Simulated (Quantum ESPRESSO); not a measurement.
Simulation results for Si3BC4 (made-up cell)

Computed with Quantum ESPRESSO 7.5. Calculation on a made-up crystal cell, not a measurement: periodic Kohn-Sham density functional theory in plane waves with PseudoDojo standard norm-conserving scalar-relativistic pseudopotentials, each functional with its own files (v0.5 for PBE, v0.4.1 for LDA and PBEsol), no spin polarisation, no spin-orbit coupling, atoms not relaxed, stress positive in tension, energies less a fixed whole-eV offset for each atom's element; levels are Kohn-Sham levels at fractions of this cell's reciprocal vectors, counted from the reference band (half the neutral cell's valence electrons, rounded up) at Gamma; error bars cover cutoff and k-mesh only, not smearing or the files; added strain carries the atoms with the cell, and shear is the tensor component; each bar is the largest change over components, and at least 0.002 eV, 0.002 eV per angstrom or 0.02 GPa; energies are for the whole cell, and the offsets were chosen from early runs and are not element reference energies.

Settings shared by all entries: lattice type zincblende/diamond; functional pbe; cutoff 1116 eV; fermi dirac smearing 0.1 eV; scf tolerance 1e-07 eV; electrons removed 0; k mesh 6 x 6 x 6, shifted by half a step.

(1) Si3BC4 (made-up cell)

```
cell vectors (Å)
   4.3311    -0.0127     0.0040
  -0.0127     4.2406    -0.0482
   0.0040    -0.0482     4.3408
atoms (fractions of the cell vectors)
B  -0.04491  0.00097 -0.02084
Si -0.00559  0.51132  0.47493
Si  0.52043  0.01866  0.49805
Si  0.48132  0.47543  0.02022
C   0.27034  0.24083  0.25157
C   0.23628  0.75567  0.75914
C   0.75534  0.30575  0.78159
C   0.75083  0.76484  0.27853
```

- free energy less offsets: -2.103 eV
- smearing term minus ts: -0.06569 eV
- scf iterations: 12
- pressure: 1.613 GPa
- stress xx: -3.071 GPa
- stress yy: -1.057 GPa
- stress zz: -0.7129 GPa
- stress yz: -1.546 GPa
- stress xz: 4.837 GPa
- stress xy: 3.662 GPa
- fermi level: -0.9048 eV
- reference band: 16
- error bar energy: 0.003575 eV
- error bar stress: 0.1067 GPa
- error bar force: 0.01084 eV/Å
- error bar next band up: 0.002 eV
- error bar fermi level: 0.01091 eV
- error bars from: tighter rerun of a related cell

Atoms:
```
atoms element  atom site  atom energy offset (eV)
            B          1                      -79
           Si          2                     -115
           Si          3                     -115
           Si          4                     -115
            C          5                     -163
            C          6                     -163
            C          7                     -163
            C          8                     -163
```

Forces:
```
site    x (eV/Å)  y (eV/Å)  z (eV/Å)
   1       1.544   -0.3162    0.2928
   2       1.775    -1.079     2.299
   3      -2.111   -0.1809     2.982
   4  -0.0002483     5.433     -1.75
   5      -4.043    -1.134     1.405
   6     -0.3272     1.682     1.392
   7       2.493    -5.038    -1.866
   8      0.6692    0.6337    -4.754
```

Levels:
```
level k point  next band up (eV)
        Gamma             0.6173
(1/2,1/2,1/2)               3.92
   (0.15,0,0)              1.057
   (0,0.15,0)              1.034
   (0,0,0.15)              1.035
```

(2) Si3BC4 (made-up cell)

```
cell vectors (Å)
   4.3311    -0.0127     0.0040
  -0.0127     4.2406    -0.0482
   0.0040    -0.0482     4.3408
atoms (fractions of the cell vectors)
B  -0.04491  0.00097 -0.02084
Si -0.00559  0.51132  0.47493
Si  0.52043  0.01866  0.49805
Si  0.48132  0.47543  0.02022
C   0.27034  0.24083  0.25157
C   0.23628  0.75567  0.75914
C   0.75534  0.30575  0.78159
C   0.75084  0.76844  0.27857
```

* free energy less offsets: -2.109 eV
* smearing term minus ts: -0.06577 eV
* scf iterations: 12
* pressure: 1.585 GPa
* stress xx: -3.025 GPa
* stress yy: -1.078 GPa
* stress zz: -0.6535 GPa
* stress yz: -1.954 GPa
* stress xz: 5.244 GPa
* stress xy: 3.716 GPa
* fermi level: -0.9099 eV
* reference band: 16
* error bar energy: 0.003575 eV
* error bar stress: 0.1067 GPa
* error bar force: 0.01084 eV/Å
* error bar next band up: 0.002 eV
* error bar fermi level: 0.01091 eV
* error bars from: tighter rerun of this cell

Atoms:
```
atoms element  atom site  atom energy offset (eV)
            B          1                      -79
           Si          2                     -115
           Si          3                     -115
           Si          4                     -115
            C          5                     -163
            C          6                     -163
            C          7                     -163
            C          8                     -163
```

Forces:
```
site    x (eV/Å)  y (eV/Å)  z (eV/Å)
   1       1.522   -0.3071    0.3102
   2       1.646   -0.9459     2.199
   3      -2.263  -0.03804     3.114
   4  -0.0004951     5.453    -1.747
   5      -4.046    -1.084     1.411
   6     -0.3193     1.685     1.388
   7       2.495    -4.987    -1.866
   8      0.9654     0.224    -4.808
```

Levels:
```
level k point  next band up (eV)
        Gamma             0.5886
(1/2,1/2,1/2)              3.913
   (0.15,0,0)              1.039
   (0,0.15,0)              1.009
   (0,0,0.15)              1.011
```
